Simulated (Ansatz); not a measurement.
Calculation for fcc Ni (100), 5 layers: DFT, PBEsol, all-electron LAPW, scalar-relativistic (Ansatz 0.2.0).

The slab is cut from a bulk crystal relaxed on PAW files (its atoms may have been relaxed since).

Command: `ansatz run input.yaml --threads 3 --pin off --max-ram 9216MiB --backend cpu --events-out ev --progress --plain --runs-dir out` It took 3.4 min on 3 threads of Intel(R) Xeon(R) Platinum 8488C (Sapphire Rapids) (shared host), peak memory 1.4 GiB.

```yaml
crystal:
  lattice:
    - [2.4496600373, 0.0, 0.0]
    - [0.0, 2.4496600373, 0.0]
    - [0.0, 0.0, 22.9287]
  atoms:
    - { symbol: Ni, position: [0.0, 0.0, 0.3489080303], spin: 1.0 }
    - { symbol: Ni, position: [0.5, 0.5, 0.4244540149], spin: 1.0 }
    - { symbol: Ni, position: [0.0, 0.0, 0.5], spin: 1.0 }
    - { symbol: Ni, position: [0.5, 0.5, 0.5755459851], spin: 1.0 }
    - { symbol: Ni, position: [0.0, 0.0, 0.6510919697], spin: 1.0 }
magnetization:
  spin_polarized: true
kpoints:
  mp_grid: { grid: [17, 17, 1] }
scf:
  occupations: { method: fermi_dirac, width: 0.1 }
hamiltonian:
  xc: pbesol
  pseudopotentials: { kind: all_electron, lapw: { basis_error: 0.001 } }
output:
  forces: true
  stress: true
  eigenvalues: true
  populations: true
  dos: { projected: true, de: 0.2, e_range: [-14, 8] }
efield:
  axis: 3
  amplitude: 0
  dipole_correction: true
```

Output:

```
Ni: projections on atomic orbitals take those of the free atom 1s2 2s2 2p6 3s2 3p6 3d8 4s2, of charge +0.00 (hamiltonian.pseudopotentials.projection_atoms)
LAPW: plane waves up to 9.194 Å⁻¹, error target 1.0e-3 eV per atom; small_component_spin mean_spin; Ni in spheres of 1.225 Å, 18 of its electrons in bands, Dirac shells [] (how accurate: hamiltonian.pseudopotentials.lapw.basis_error, Limitations)
Engine: ansatz 0.2.0
Pseudopotentials: kind: all_electron
Pseudopotential: Ni, LAPW, valence charge 18, lapw/all_electron/scalar/gaussian/Ni, Koelling and Harmon's equation, gaussian nucleus
Functional definition: PBEsol
  exchange = pbesol_x
  correlation = pbesol_c
Crystal: 5 atoms, lattice volume = 137.591 Å³
Basis set: ecut = 322.0316921672834 eV, 1775 PW (Γ), exchange–correlation at level 2
Bands: 57, of which v1, the nominal top of the filled ones, is band 45 counted from 1 (44 counted from 0)
Symmetry: 8 space group operations
k-points: 45 of 289
Non-local potential: Ni, projectors of the file, none
Initial density: superposition of atomic densities (neutral atoms: chi_scale 0, normalization atom)
Starting moments: Σ|m| = 5 μB on 5 of 5 sites
Initial wavefunctions: plane waves of lowest kinetic energy (no species holds an atomic orbital)
Functional: x = pbesol(κ = 0.804, μ = 0.12345679012345678), c = pbesol(β = 0.046)
iter 1 solved again at ethr=1.38e-2 eV; its pass at ethr=1.00e-1 eV (dr2=1.24e1 eV) is discarded
SCF iter   1: F=—  HF=-206739.997810 eV  |F-HF|=—  |Δ(HF+E_count)|=         —  Δρ=2.05e-2 (↑1.16e-2 ↓2.05e-2)  dr2=1.24e1  dr2_m=1.98e-1  M=3.322 μB ∫|m|=3.498 μB  β_m=0.89  ethr=1.38e-2  p=0.000 e·Å  D=5.78e-14 V/Å  ΔV_dip=-0.00 eV  dr2_dipole=3.70e-21  V_vac-E_F(+/−)=9.02/9.02 eV  ⟨swp⟩=2.0  Hψ=34451  notcnv=0
Mixer restart at iter 1: flushing history
efield: sawtooth ramp at fractional position 0.9500 (placed from the atoms, in the widest stretch of the axis that holds none; the zero of the levels goes with the place), width 0.1000; the density the first Hamiltonian is built on has a dipole p = -0.000 e·Å; the dipole correction subtracts the counter field D = -4.30e-14 V/Å, which shifts the + side's vacuum level by +0.00 eV against the − side's; the planar-averaged density in the ramp window peaks in size at 1.2e-6 e/Å³
preconditioner: auto → LDOS  [metal: Δε(μ)=0.006 eV  Ē_g=8.596 eV  σ=0.100 eV  W_gap=0.01  n_scr=18 (ndim 8)  ℏωp=22.4 eV  f_vac=0.559  D(μ)=9.85/eV (n_scr^D=102)]
spin=Collinear: LDOS preconditioning applied to the charge; magnetization (m = ρ↑ − ρ↓) channel mixes plain (no charge-response kernel on spin).
SCF iter   2: F=—  HF=-206739.100441 eV  |F-HF|=—  |Δ(HF+E_count)|=   8.97e-1  Δρ=7.38e-3 (↑6.25e-3 ↓7.38e-3)  dr2=4.85e0  dr2_m=3.10e-3  M=3.239 μB ∫|m|=3.519 μB  β_m=0.32  ethr=1.38e-2  p=-0.000 e·Å  D=-3.15e-7 V/Å  ΔV_dip=0.00 eV  dr2_dipole=9.85e-11  V_vac-E_F(+/−)=7.62/7.62 eV  ⟨swp⟩=2.1  Hψ=15401  notcnv=0
density mixer auto → msr1: a metal under ldos (density of states about μ 3.67 of a free-electron gas's, 18 screened modes)
SCF iter   3: F=—  HF=-206738.791617 eV  |F-HF|=—  |Δ(HF+E_count)|=   3.09e-1  Δρ=6.35e-3 (↑6.35e-3 ↓3.25e-3)  dr2=1.36e0  dr2_m=1.36e-2  M=3.247 μB ∫|m|=3.582 μB  β_m=0.66  ethr=5.38e-3  p=-0.000 e·Å  D=-3.14e-7 V/Å  ΔV_dip=0.00 eV  dr2_dipole=1.96e-11  V_vac-E_F(+/−)=6.47/6.47 eV  ⟨swp⟩=2.4  Hψ=15420  notcnv=0
iter 4 solved again at ethr=2.85e-5 eV; its pass at ethr=1.51e-3 eV (dr2=2.57e-2 eV) is discarded
SCF iter   4: F=—  HF=-206738.751775 eV  |F-HF|=—  |Δ(HF+E_count)|=   3.98e-2  Δρ=1.82e-3 (↑1.70e-3 ↓1.82e-3)  dr2=2.55e-2  dr2_m=2.03e-3  M=3.305 μB ∫|m|=3.671 μB  β_m=0.60  ethr=2.85e-5  p=0.000 e·Å  D=1.20e-6 V/Å  ΔV_dip=-0.00 eV  dr2_dipole=5.20e-10  V_vac-E_F(+/−)=5.26/5.26 eV  ⟨swp⟩=2.0  Hψ=26104  notcnv=0
SCF iter   5: F=—  HF=-206738.738741 eV  |F-HF|=—  |Δ(HF+E_count)|=         —  Δρ=1.58e-3 (↑9.21e-4 ↓1.58e-3)  dr2=1.06e-1  dr2_m=7.40e-4  M=3.328 μB ∫|m|=3.705 μB  β_m=0.56  ethr=2.83e-5  p=0.000 e·Å  D=5.73e-7 V/Å  ΔV_dip=-0.00 eV  dr2_dipole=2.47e-10  V_vac-E_F(+/−)=5.14/5.14 eV  ⟨swp⟩=3.0  Hψ=15738  notcnv=0
the basis was enlarged: its passes take 2.0 MiB over the memory plan, 3 of 3 planned eigensolver slots
SCF iter   6: F=—  HF=-206738.733443 eV  |F-HF|=—  |Δ(HF+E_count)|=   5.30e-3  Δρ=7.09e-4 (↑6.58e-4 ↓7.09e-4)  dr2=1.06e-2  dr2_m=1.77e-5  M=3.317 μB ∫|m|=3.717 μB  β_m=0.78  ethr=2.83e-5  p=0.000 e·Å  D=7.78e-7 V/Å  ΔV_dip=-0.00 eV  dr2_dipole=8.01e-11  V_vac-E_F(+/−)=4.92/4.92 eV  ⟨swp⟩=3.0  Hψ=15026  notcnv=0
SCF iter   7: F=—  HF=-206738.735889 eV  |F-HF|=—  |Δ(HF+E_count)|=   2.45e-3  Δρ=8.43e-4 (↑5.26e-4 ↓8.43e-4)  dr2=3.16e-2  dr2_m=3.94e-5  M=3.309 μB ∫|m|=3.713 μB  β_m=0.67  ethr=1.18e-5  p=0.000 e·Å  D=5.08e-7 V/Å  ΔV_dip=-0.00 eV  dr2_dipole=2.03e-9  V_vac-E_F(+/−)=5.09/5.09 eV  ⟨swp⟩=2.9  Hψ=14964  notcnv=0
SCF iter   8: F=—  HF=-206738.735892 eV  |F-HF|=—  |Δ(HF+E_count)|=   2.80e-6  Δρ=5.96e-4 (↑2.98e-4 ↓5.96e-4)  dr2=1.34e-2  dr2_m=3.70e-5  M=3.308 μB ∫|m|=3.718 μB  β_m=0.59  ethr=1.18e-5  p=-0.000 e·Å  D=-3.79e-7 V/Å  ΔV_dip=0.00 eV  dr2_dipole=5.53e-9  V_vac-E_F(+/−)=5.06/5.06 eV  ⟨swp⟩=2.0  Hψ=14530  notcnv=0
SCF iter   9: F=—  HF=-206738.735806 eV  |F-HF|=—  |Δ(HF+E_count)|=   8.61e-5  Δρ=1.67e-4 (↑1.67e-4 ↓1.51e-4)  dr2=2.73e-4  dr2_m=5.88e-6  M=3.313 μB ∫|m|=3.726 μB  β_m=0.65  ethr=1.18e-5  p=0.000 e·Å  D=2.17e-7 V/Å  ΔV_dip=-0.00 eV  dr2_dipole=6.98e-9  V_vac-E_F(+/−)=5.02/5.02 eV  ⟨swp⟩=2.0  Hψ=14526  notcnv=0
SCF iter  10: F=—  HF=-206738.735994 eV  |F-HF|=—  |Δ(HF+E_count)|=   1.89e-4  Δρ=6.88e-5 (↑5.32e-5 ↓6.88e-5)  dr2=1.75e-4  dr2_m=1.49e-6  M=3.312 μB ∫|m|=3.721 μB  β_m=0.78  ethr=3.04e-7  p=-0.000 e·Å  D=-7.03e-7 V/Å  ΔV_dip=0.00 eV  dr2_dipole=1.64e-8  V_vac-E_F(+/−)=5.07/5.07 eV  ⟨swp⟩=3.0  Hψ=16281  notcnv=0
SCF iter  11: F=—  HF=-206738.736007 eV  |F-HF|=—  |Δ(HF+E_count)|=   1.28e-5  Δρ=2.05e-5 (↑1.90e-5 ↓2.05e-5)  dr2=6.20e-6  dr2_m=1.80e-7  M=3.313 μB ∫|m|=3.720 μB  β_m=0.75  ethr=1.94e-7  p=0.000 e·Å  D=1.04e-6 V/Å  ΔV_dip=-0.00 eV  dr2_dipole=8.81e-8  V_vac-E_F(+/−)=5.05/5.05 eV  ⟨swp⟩=2.7  Hψ=14682  notcnv=0
SCF iter  12: F=—  HF=-206738.736008 eV  |F-HF|=—  |Δ(HF+E_count)|=   4.44e-7  Δρ=1.23e-5 (↑1.23e-5 ↓1.11e-5)  dr2=1.59e-6  dr2_m=1.61e-8  M=3.313 μB ∫|m|=3.719 μB  β_m=0.74  ethr=6.89e-9  p=-0.000 e·Å  D=-1.09e-6 V/Å  ΔV_dip=0.00 eV  dr2_dipole=3.52e-8  V_vac-E_F(+/−)=5.05/5.05 eV  ⟨swp⟩=2.8  Hψ=14698  notcnv=0
SCF iter  13: F=—  HF=-206738.736008 eV  |F-HF|=—  |Δ(HF+E_count)|=   2.47e-7  Δρ=1.01e-5 (↑1.01e-5 ↓9.91e-6)  dr2=2.61e-6  dr2_m=1.85e-9  M=3.313 μB ∫|m|=3.719 μB  β_m=0.77  ethr=1.76e-9  p=0.000 e·Å  D=1.32e-6 V/Å  ΔV_dip=-0.00 eV  dr2_dipole=4.09e-8  V_vac-E_F(+/−)=5.05/5.05 eV  ⟨swp⟩=2.7  Hψ=14597  notcnv=0
[... lines left out ...]
Dipole field:    D = -0.000000 V/Å  (p = -0.000000 e·Å, saw-weighted, corrected)
Work function:   Φ+ = 5.0542 eV   Φ− = 5.0542 eV
Levels:          The Fermi level and band energies are counted from a zero that moves with the ramp; work functions are not
--- Per-component energies (eV) ---
  E_band       = -2666.686108
  E_kinetic    = 210020.927539
  E_xc         = -8474.781095
  E_efield     = 0.000000  (sawtooth field / dipole correction)
  E_electrostatic = -408284.598225  (all electrons and nuclei)
  E_smearing   = -0.284227  (= −TS)
  E_closure    = 0.000000  (closes the sum)
  E_atoms      = -206701.727222  (free atoms, spherical and without spin; not in F)
  Σ components = -206738.736008   (vs F -206738.736008, Δ=0.00e0)
  Basis errors (estimates in eV, not in F): energy 2.9e-4 per atom: plane waves 2.6e-4 (1.4e-4 summed), levels above the bands 8.4e-44, relativity 1.3e-8, radial functions 2.9e-5, core shells 6.6e-10; eigenvalues (radial functions only) 7.3e-7; not estimated: angular momenta, meshes, grids; target (lapw.basis_error) 1.0e-3; muffin-tin radii Ni 1.225 Å
--- Forces (eV/Å), atoms counted from 1 ---
  atom   1  Ni    -0.00000000     0.00000000     0.34724628
  atom   2  Ni    -0.00000000     0.00000000    -0.39685101
  atom   3  Ni    -0.00000000     0.00000000     0.00001237
  atom   4  Ni     0.00000000     0.00000000     0.39685406
  atom   5  Ni     0.00000000     0.00000000    -0.34727487
  max |Σ_I F_I| component: 1.32e-5 eV/Å
--- Stress (GPa, compression-positive) ---
       -2.800141       0.000000       0.000000
        0.000000      -2.800141       0.000000
        0.000000       0.000000      -1.198503
  P = ⅓ Tr σ = -2.2663 GPa (-22.663 kbar)
--- Band table (eV; the first three rows and the last of 90) ---
  k-point 0 ↑: bands = ["-99.2615", "-99.2410", "-99.2220", "-98.8939", "-98.8939", "-59.8740", "-59.7911", "-59.7249", "-59.7249", "-59.7011", "-59.6906", "-59.6906", "-59.6562", "-59.6562", "-59.4136", "-59.4136", "-59.4136", "-59.4136", "-59.3061", "-59.3058", "-4.8533", "-3.5786", "-1.8851", "-0.6831", "-0.6643", "-0.1480", "0.2876", "0.8178", "1.3043", "1.5568", "1.7579", "1.7579", "2.2021", "2.2021", "2.2903", "2.5555", "2.7880", "2.8199", "2.8199", "2.8830", "2.9317", "3.1170", "3.3740", "3.3812", "3.3812", "3.5639", "3.6351", "3.6773", "3.6773", "4.5840", "5.9107", "9.0170", "9.3737", "10.2079", "11.5935", "12.7973", "14.8827"]
  k-point 1 ↑: bands = ["-99.2607", "-99.2405", "-99.2218", "-98.8934", "-98.8934", "-59.8726", "-59.7928", "-59.7275", "-59.7239", "-59.7095", "-59.6902", "-59.6876", "-59.6609", "-59.6563", "-59.4181", "-59.4181", "-59.4133", "-59.4133", "-59.3057", "-59.3054", "-4.7615", "-3.4925", "-1.8089", "-0.6171", "-0.6096", "-0.1176", "0.3122", "0.8337", "1.3115", "1.5809", "1.7457", "1.7709", "2.0564", "2.1936", "2.4417", "2.4687", "2.5979", "2.7662", "2.7931", "2.9166", "3.1398", "3.1987", "3.2186", "3.2537", "3.4676", "3.5237", "3.5400", "3.6138", "3.6909", "4.8206", "6.1677", "9.1036", "9.4673", "10.2921", "11.6834", "12.8706", "14.9654"]
  k-point 2 ↑: bands = ["-99.2583", "-99.2391", "-99.2214", "-98.8921", "-98.8921", "-59.8685", "-59.7987", "-59.7346", "-59.7264", "-59.7210", "-59.6889", "-59.6861", "-59.6740", "-59.6568", "-59.4309", "-59.4308", "-59.4125", "-59.4124", "-59.3045", "-59.3043", "-4.4895", "-3.2399", "-1.5925", "-0.4551", "-0.4356", "-0.0278", "0.3897", "0.8857", "1.3239", "1.6456", "1.7229", "1.8073", "1.9021", "2.1575", "2.1658", "2.5605", "2.6296", "2.6452", "2.8135", "2.8657", "2.9866", "3.0651", "3.1236", "3.1572", "3.4605", "3.4635", "3.6043", "3.6955", "3.7260", "5.3349", "6.7806", "9.3628", "9.7483", "10.5437", "11.9533", "13.0876", "15.2123"]
  k-point 44 ↓: bands = ["-98.3861", "-98.3860", "-98.3825", "-97.9589", "-97.9589", "-59.0675", "-59.0673", "-59.0157", "-59.0143", "-58.9642", "-58.9588", "-58.9509", "-58.9467", "-58.9373", "-58.6332", "-58.6332", "-58.6331", "-58.6331", "-58.4427", "-58.4427", "-0.2075", "-0.1554", "0.2939", "0.4851", "0.4879", "0.7621", "0.9873", "1.0592", "1.0626", "1.9308", "1.9451", "3.0437", "3.0603", "3.6221", "3.7141", "4.0462", "4.1263", "4.1691", "4.1772", "4.2795", "4.5035", "4.5368", "4.5620", "4.8393", "4.8590", "7.2104", "7.5996", "9.1549", "9.5683", "11.4178", "11.9635", "13.7281", "14.1335", "14.4679", "14.5782", "14.6647", "15.0468"]
--- Löwdin populations: 5 sites ---
  site symbol       q [e]    m [muB]
     0     Ni     27.8003     0.7463
     1     Ni     27.7716     0.6546
     2     Ni     27.7800     0.6577
     3     Ni     27.7716     0.6546
     4     Ni     27.8003     0.7463
  spilling = 0.007687 (of n_electrons = 140.000000)
```

populations.tsv:

```
# site	symbol	l	j	q_up	q_dn
# orbitals = lowdin
# n_electrons = 140.000000
# spilling = 0.007687
# projection_atom_Ni: 1s2 2s2 2p6 3s2 3p6 3d8 4s2
0	Ni	0_1S	-	0.999997	0.999997
0	Ni	0_2S	-	0.999830	0.999832
0	Ni	0_3S	-	0.995989	0.996070
0	Ni	0_4S	-	0.486837	0.490928
0	Ni	1_2P	-	2.999997	2.999998
0	Ni	1_3P	-	2.999145	2.999052
0	Ni	2_3D	-	4.791486	4.041093
1	Ni	0_1S	-	0.999995	0.999995
1	Ni	0_2S	-	0.999750	0.999755
1	Ni	0_3S	-	0.993989	0.994126
1	Ni	0_4S	-	0.482580	0.495503
1	Ni	1_2P	-	2.999997	2.999998
1	Ni	1_3P	-	2.999354	2.999309
1	Ni	2_3D	-	4.737452	4.069844
2	Ni	0_1S	-	0.999995	0.999995
2	Ni	0_2S	-	0.999748	0.999752
2	Ni	0_3S	-	0.993940	0.994092
2	Ni	0_4S	-	0.487978	0.501053
2	Ni	1_2P	-	2.999997	2.999998
2	Ni	1_3P	-	2.999301	2.999260
2	Ni	2_3D	-	4.737878	4.066981
3	Ni	0_1S	-	0.999995	0.999995
3	Ni	0_2S	-	0.999750	0.999755
3	Ni	0_3S	-	0.993989	0.994126
3	Ni	0_4S	-	0.482580	0.495504
3	Ni	1_2P	-	2.999997	2.999998
3	Ni	1_3P	-	2.999354	2.999309
3	Ni	2_3D	-	4.737451	4.069843
4	Ni	0_1S	-	0.999997	0.999997
4	Ni	0_2S	-	0.999830	0.999832
4	Ni	0_3S	-	0.995989	0.996070
4	Ni	0_4S	-	0.486837	0.490928
4	Ni	1_2P	-	2.999997	2.999998
4	Ni	1_3P	-	2.999145	2.999052
4	Ni	2_3D	-	4.791486	4.041094
```

Next run (atoms relaxed), as changes to the input before:

```diff
   atoms:
-    - { symbol: Ni, position: [0.0, 0.0, 0.3489080303], spin: 1.0 }
-    - { symbol: Ni, position: [0.5, 0.5, 0.4244540149], spin: 1.0 }
-    - { symbol: Ni, position: [0.0, 0.0, 0.5], spin: 1.0 }
-    - { symbol: Ni, position: [0.5, 0.5, 0.5755459851], spin: 1.0 }
-    - { symbol: Ni, position: [0.0, 0.0, 0.6510919697], spin: 1.0 }
+    - { symbol: Ni, position: [0.0, 0.0, 0.3509782099], spin: 1.0 }
+    - { symbol: Ni, position: [0.5, 0.5, 0.423887029], spin: 1.0 }
+    - { symbol: Ni, position: [0.0, 0.0, 0.49999992], spin: 1.0 }
+    - { symbol: Ni, position: [0.5, 0.5, 0.5761129653], spin: 1.0 }
+    - { symbol: Ni, position: [0.0, 0.0, 0.6490218759], spin: 1.0 }
 magnetization:
   eigenvalues: true
-  populations: true
-  dos: { projected: true, de: 0.2, e_range: [-14, 8] }
+relax:
+  f_tol: 0.01
+  max_steps: 12
 efield:
```

Command: `ansatz run input.yaml --threads 3 --pin off --max-ram 9216MiB --backend cpu --events-out ev --progress --plain --runs-dir out` It took 6 min on 3 threads of Intel(R) Xeon(R) Platinum 8488C (Sapphire Rapids) (shared host), peak memory 1.4 GiB.

Results part of the output:

```
SCF converged after 8 iterations
Magnetization: 3.3091 μB (46.6546 up, 43.3454 down)
Absolute magnetization: 3.7119 μB (∫|ρ↑−ρ↓|)
Spin contamination: 0.0404 ħ² per cell (⟨S²⟩ above its minimum at these occupations)
Per-site moments (μB) at R_I (Å): [(0.7451270631953886, 1.1675323830112097), (0.6585551242554075, 1.1675323830112097), (0.657251676003666, 1.1675323830112097), (0.6585548447743594, 1.1675323830112097), (0.7451268883463094, 1.1675323830112097)]
Free energy (F): -206738.758199 eV
Harris-Foulkes:  -206738.758199 eV  (|F-HF|=7.56e-8)
Internal energy: -206738.481710 eV  (E = F + TS)
E sigma→0 (E₀):  -206738.619954 eV
Entropy (-TS):   -0.276489 eV (-55.298 meV/atom)
Fermi energy:    4.168631 eV
Dipole field:    D = -0.000000 V/Å  (p = -0.000000 e·Å, saw-weighted, corrected)
Work function:   Φ+ = 5.0539 eV   Φ− = 5.0539 eV
Levels:          The Fermi level and band energies are counted from a zero that moves with the ramp; work functions are not
[... lines left out ...]
  P = ⅓ Tr σ = -1.3186 GPa (-13.186 kbar)
--- Band table (eV; the first three rows and the last of 90) ---
  k-point 0 ↑: bands = ["-99.2866", "-99.2820", "-99.2061", "-98.9292", "-98.9292", "-59.8861", "-59.8340", "-59.7453", "-59.7453", "-59.7330", "-59.7330", "-59.7017", "-59.6464", "-59.6464", "-59.4494", "-59.4494", "-59.4493", "-59.4493", "-59.3391", "-59.3387", "-4.8894", "-3.6782", "-1.9022", "-0.7360", "-0.7066", "-0.1826", "0.1720", "0.7736", "1.3276", "1.5710", "1.7316", "1.7316", "2.1044", "2.1044", "2.2886", "2.6125", "2.7744", "2.7744", "2.8124", "2.8626", "2.8988", "3.0304", "3.3518", "3.3752", "3.3752", "3.5556", "3.6322", "3.6774", "3.6774", "4.7114", "6.0342", "9.0258", "9.3862", "10.2100", "11.5896", "12.8079", "14.8776"]
  k-point 1 ↑: bands = ["-99.2860", "-99.2815", "-99.2058", "-98.9288", "-98.9288", "-59.8846", "-59.8347", "-59.7495", "-59.7444", "-59.7412", "-59.7326", "-59.6991", "-59.6507", "-59.6463", "-59.4538", "-59.4537", "-59.4491", "-59.4490", "-59.3387", "-59.3383", "-4.7975", "-3.5918", "-1.8265", "-0.6713", "-0.6524", "-0.1520", "0.1969", "0.7874", "1.3311", "1.5944", "1.7215", "1.7448", "1.9938", "2.0980", "2.4103", "2.4405", "2.6465", "2.7092", "2.8174", "2.8754", "3.0621", "3.1690", "3.2217", "3.2406", "3.4578", "3.5170", "3.5505", "3.6118", "3.6918", "4.9355", "6.2825", "9.1127", "9.4804", "10.2948", "11.6801", "12.8825", "14.9613"]
  k-point 2 ↑: bands = ["-99.2841", "-99.2800", "-99.2049", "-98.9275", "-98.9275", "-59.8805", "-59.8369", "-59.7615", "-59.7602", "-59.7420", "-59.7311", "-59.6957", "-59.6628", "-59.6462", "-59.4664", "-59.4662", "-59.4483", "-59.4483", "-59.3374", "-59.3372", "-4.5254", "-3.3386", "-1.6121", "-0.4994", "-0.4942", "-0.0615", "0.2755", "0.8339", "1.3316", "1.6560", "1.7038", "1.7820", "1.8557", "2.0768", "2.1251", "2.5376", "2.5721", "2.6890", "2.8002", "2.8351", "2.9877", "3.0557", "3.0882", "3.1209", "3.4572", "3.4582", "3.6058", "3.6985", "3.7275", "5.4366", "6.8828", "9.3725", "9.7630", "10.5478", "11.9518", "13.1030", "15.2105"]
  k-point 44 ↓: bands = ["-98.4235", "-98.4235", "-98.3575", "-97.9951", "-97.9951", "-59.0827", "-59.0824", "-59.0559", "-59.0551", "-58.9916", "-58.9883", "-58.9587", "-58.9566", "-58.9143", "-58.6696", "-58.6695", "-58.6694", "-58.6694", "-58.4778", "-58.4778", "-0.2714", "-0.1540", "0.1989", "0.4567", "0.4594", "0.6462", "0.9115", "0.9501", "0.9543", "1.8501", "1.8638", "3.0405", "3.0582", "3.6157", "3.7180", "4.0534", "4.1229", "4.1733", "4.1779", "4.2812", "4.4664", "4.4925", "4.5854", "4.8011", "4.8238", "7.1807", "7.5690", "9.0885", "9.4953", "11.4781", "12.0278", "13.8386", "14.1284", "14.4667", "14.7154", "14.7541", "15.0901"]
--- Relaxed structure (2 steps of the walk, 2 accepted, 0 SCFs on fresh bases) ---
  F+E_penalty+E_count = -206738.75819866 eV   max|allowed force component| = 6.383e-4 eV/Å
  atoms:
    - { symbol: Ni, position: [0.0, 0.0, 0.3509782099] }
    - { symbol: Ni, position: [0.5, 0.5, 0.423887029] }
    - { symbol: Ni, position: [0.0, 0.0, 0.49999992] }
    - { symbol: Ni, position: [0.5, 0.5, 0.5761129653000001] }
    - { symbol: Ni, position: [0.0, 0.0, 0.6490218759] }
```

The magnetic state is the one reached from the start moments; other orders weren't searched.
